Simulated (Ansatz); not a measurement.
This run works on a generated trial structure, not on a known crystal.

Input and command of a plane-wave DFT calculation in Ansatz:

```yaml
crystal:
  lattice:
    - [-2.71511862, 2.71511862, 3.97681859]
    - [2.71511862, -2.71511862, 3.97681859]
    - [2.71511862, 2.71511862, -3.97681859]
  atoms:
    - { symbol: K, position: [0.0, 0.0, 0.0] }
    - { symbol: Ca, position: [0.5, 0.5, 0.0] }
    - { symbol: Zn, position: [0.5, 0.5, 0.5] }
    - { symbol: Zn, position: [0.0, 0.0, 0.5] }
    - { symbol: Zn, position: [0.5, 0.0, 0.0] }
    - { symbol: Zn, position: [0.0, 0.5, 0.0] }
basis:
  ecutwfc: 420
kpoints:
  mp_grid: { grid: [4, 4, 4] }
hamiltonian:
  xc: pbe
scf:
  occupations: { method: gaussian, width: 0.2 }
  lower_state_search: "off"
output:
  forces: true
  stress: true
  eigenvalues: true
relax:
  adjacent_minimum: "off"
  f_tol: 0.08
  max_steps: 16
  cell: { stress_tol: 0.8 }
```

```bash
ansatz run input.yaml --threads 1 --pin off --max-ram 2560MiB --backend cpu --events-out ev --progress --plain --runs-dir out
```

Processor: Arm Neoverse V1, 1 thread, on a host shared with other jobs.

How long does it run, and how much memory does it take?

About 68 s, peak memory 0.45 GiB. It solves 41 bands at 13 k points (after reduction by symmetry) with about 3011 plane waves (on the last cell), in 89 SCF iterations over 12 ionic steps.
